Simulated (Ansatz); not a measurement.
Input file for Ansatz (a program for electronic structure):

Ansatz 0.2 input:
```yaml
crystal:
  lattice:
    - [4.5610494995, 0.0, 0.0]
    - [-2.2805247498, 3.9499847345, 0.0]
    - [0.0, 0.0, 7.4113114129]
  atoms:
    - { symbol: Mg, position: [0.6666666667, 0.3333333333, 0.0010124232] }
    - { symbol: Mg, position: [0.3333333333, 0.6666666667, 0.5010124232] }
    - { symbol: Te, position: [0.6666666667, 0.3333333333, 0.6241875768] }
    - { symbol: Te, position: [0.3333333333, 0.6666666667, 0.1241875768] }
kpoints:
  mp_grid: { grid: [6, 6, 4] }
basis: { xc_grid: 2 }
hamiltonian:
  xc: pbesol
  pseudopotentials: { kind: paw }
scf:
  occupations: { method: fixed }
output:
  optics: { e_range: [0.0, 15.0], de: 0.05, sigma: 0.1, bands: { spectra_wanted_up_to: 12 eV } }
```

Output (shortened):

```
output.optics: the spectra are integrated over the Brillouin zone by k·p interpolation around the k-points, where levels, occupations, output.optics.sigma and …
Pseudopotential: Mg, paw, valence charge 10
Pseudopotential: Te, paw, valence charge 16
Functional definition: PBEsol
Crystal: 4 atoms, lattice volume = 133.523 Å³
Basis set: ecut = 420 eV, 2635 PW (Γ), exchange–correlation on 64×64×100 points (8 copies of the dense FFT grid, shifted against one another)
Bands: 32, of which v1, the nominal top of the filled ones, is band 26 counted from 1 (25 counted from 0)
Symmetry: 12 space group operations
Space group: P63mc (ITA 186), of the structure as read, at distance tolerance 5.1e-5 Å
k-points: 21 of 144 (time reversal used)
SCF iter   1: F=—  HF=-17630.435756 eV  |F-HF|=—  |Δ(HF+E_count)|=         —  Δρ=2.14e-3  dr2=7.39e-3  ethr=1.77e-3  ⟨swp⟩=5.0  Hψ=2632  notcnv=0  defer=80
preconditioner: auto → Resta (q_TF=auto, 2.331 Å⁻¹)
SCF iter   2: F=—  HF=-17630.432747 eV  |F-HF|=—  |Δ(HF+E_count)|=   3.01e-3  Δρ=1.06e-3  dr2=2.11e-3  ethr=1.42e-5  ⟨swp⟩=2.6  Hψ=1357  notcnv=0  defer=83
SCF iter   3: F=—  HF=-17630.432638 eV  |F-HF|=—  |Δ(HF+E_count)|=   1.09e-4  Δρ=2.63e-4  dr2=1.51e-4  ethr=4.05e-6  ⟨swp⟩=3.0  Hψ=1224  notcnv=0  defer=82
SCF iter   4: F=—  HF=-17630.432707 eV  |F-HF|=—  |Δ(HF+E_count)|=   6.86e-5  Δρ=6.21e-5  dr2=7.43e-6  ethr=2.90e-7  ⟨swp⟩=3.0  Hψ=1016  notcnv=0  defer=82
SCF iter   5: F=—  HF=-17630.432689 eV  |F-HF|=—  |Δ(HF+E_count)|=   1.77e-5  Δρ=2.41e-5  dr2=1.04e-6  ethr=1.43e-8  ⟨swp⟩=2.0  Hψ=1142  notcnv=0  defer=40
SCF iter   6: F=—  HF=-17630.432688 eV  |F-HF|=—  |Δ(HF+E_count)|=   6.11e-7  Δρ=7.01e-6  dr2=7.40e-8  ethr=1.99e-9  ⟨swp⟩=2.0  Hψ=1014  notcnv=0  defer=37
SCF iter   7: F=—  HF=-17630.432689 eV  |F-HF|=—  |Δ(HF+E_count)|=   1.24e-7  Δρ=1.87e-6  dr2=6.92e-9  ethr=1.42e-10  ⟨swp⟩=2.0  Hψ=1180  notcnv=0  defer=37
SCF iter   8: F=—  HF=-17630.432689 eV  |F-HF|=—  |Δ(HF+E_count)|=   1.86e-8  Δρ=3.90e-7  dr2=3.10e-10  ethr=1.33e-11  ⟨swp⟩=2.3  Hψ=981  notcnv=0  defer=37
SCF iter  10: F=-17630.432689 eV  HF=-17630.432689 eV  |F-HF|=7.28e-12  |Δ(HF+E_count)|=  3.64e-12  Δρ=2.78e-8  dr2=6.68e-13  ethr=1.00e-12  ⟨swp⟩=10.1  Hψ=3082  notcnv=0
SCF 1 converged in 10 iterations: F = -17630.432689 eV  dr2 = 6.68e-13
NSCF: frozen V_eff on 21 k-points
Optics k sum: 0 of 21 k-points
Optics k sum: 2 of 21 k-points
Optics k sum: 3 of 21 k-points
Optics k sum: 4 of 21 k-points
Optics k sum: 5 of 21 k-points
Optics k sum: 6 of 21 k-points
Optics k sum: 7 of 21 k-points
Optics k sum: 8 of 21 k-points
Optics k sum: 9 of 21 k-points
Optics k sum: 10 of 21 k-points
Optics k sum: 11 of 21 k-points
Optics k sum: 12 of 21 k-points
Optics k sum: 13 of 21 k-points
Optics k sum: 14 of 21 k-points
Optics k sum: 15 of 21 k-points
Optics k sum: 16 of 21 k-points
Optics k sum: 17 of 21 k-points
Optics k sum: 18 of 21 k-points
Optics k sum: 19 of 21 k-points
Optics k sum: 20 of 21 k-points
Optics k sum: 21 of 21 k-points
Optics k sum: 0 of 21 k-points
Optics k sum: 2 of 21 k-points
Optics k sum: 3 of 21 k-points
Optics k sum: 4 of 21 k-points
Optics k sum: 5 of 21 k-points
Optics k sum: 6 of 21 k-points
Optics k sum: 7 of 21 k-points
Optics k sum: 8 of 21 k-points
Optics k sum: 9 of 21 k-points
Optics k sum: 10 of 21 k-points
Optics k sum: 11 of 21 k-points
Optics k sum: 12 of 21 k-points
Optics k sum: 13 of 21 k-points
Optics k sum: 14 of 21 k-points
Optics k sum: 15 of 21 k-points
Optics k sum: 16 of 21 k-points
Optics k sum: 17 of 21 k-points
Optics k sum: 18 of 21 k-points
Optics k sum: 19 of 21 k-points
Optics k sum: 20 of 21 k-points
Optics k sum: 21 of 21 k-points
output.optics: what the bands over the 58 summed would add to eps1, eps2 and the energy-loss function is held between a lower and an upper bound (9 Lanczos …
SCF converged after 10 iterations
Free energy (F): -17630.432689 eV
Harris-Foulkes:  -17630.432689 eV  (|F-HF|=7.28e-12)
Internal energy: -17630.432689 eV  (E = F + TS)
E sigma→0 (E₀):  -17630.432689 eV
Fermi energy:    4.343471 eV
--- Per-component energies (eV) ---
  E_band       = -1332.066390
  E_kinetic    = 513.742462
  E_local      = -6611.546236  (includes V_loc(G=0)·N_el)
  E_nonlocal   = -422.027453
  E_hartree    = 3144.060583
  E_xc         = -304.033465
  E_vxc        = -282.757652  (∫ρ·V_xc dr)
  E_paw        = -9733.860094  (= ΣΔE_a)
  E_vpaw       = -817.598297  (= ΣTr[D̂ρ^β])
  E_aug_tail   = -0.000377  (compensation charges beyond the density's cutoff)
  E_ewald      = -4217.635464
  E_core_change = 0.867355  (= ΣΔE_core)
  E_smearing   =  0.000000  (= −TS)
  E_closure    = 0.000000  (closes the sum)
  Σ components = -17630.432689   (vs F -17630.432689, Δ=0.00e0)
  [band-id]    e_kinetic+e_local+e_nonlocal+2·e_hartree+e_vxc+e_vpaw+e_augmentation_tail = -1332.066387   (vs E_band -1332.066390, Δ=2.82e-6)
--- Band table (eV; the first three rows and the last of 21) ---
  k-point 0: bands = ["-70.3909", "-70.3909", "-37.3334", "-37.3332", "-37.3324", "-37.3324", "-37.3324", "-37.3324", "-30.7288", "-30.7285", "-30.7284", "-30.7284", "-30.7283", "-30.7283", "-30.7199", "-30.7199", "-30.7195", "-30.7195", "-5.9558", "-5.3381", …
  k-point 1: bands = ["-70.3909", "-70.3909", "-37.3334", "-37.3333", "-37.3324", "-37.3324", "-37.3324", "-37.3324", "-30.7287", "-30.7286", "-30.7284", "-30.7284", "-30.7283", "-30.7283", "-30.7198", "-30.7198", "-30.7195", "-30.7195", "-5.8776", "-5.4436", …
  k-point 2: bands = ["-70.3909", "-70.3909", "-37.3333", "-37.3333", "-37.3324", "-37.3324", "-37.3324", "-37.3324", "-30.7286", "-30.7286", "-30.7284", "-30.7284", "-30.7284", "-30.7284", "-30.7197", "-30.7197", "-30.7197", "-30.7197", "-5.6739", "-5.6739", …
  k-point 20: bands = ["-70.3909", "-70.3909", "-37.3333", "-37.3333", "-37.3324", "-37.3324", "-37.3324", "-37.3324", "-30.7288", "-30.7288", "-30.7283", "-30.7283", "-30.7280", "-30.7280", "-30.7196", "-30.7196", "-30.7196", "-30.7196", "-5.1934", …
```

Cost: roughly 90 core-seconds on shared cores.

Space group P6_3mc (wurtzite). Symmetry was held in the PBEsol relaxation. Spin–orbit coupling is left out wherever it is not named.

Potentials: the later of the program's two PAW sets.

Ansatz is a plane-wave DFT program.
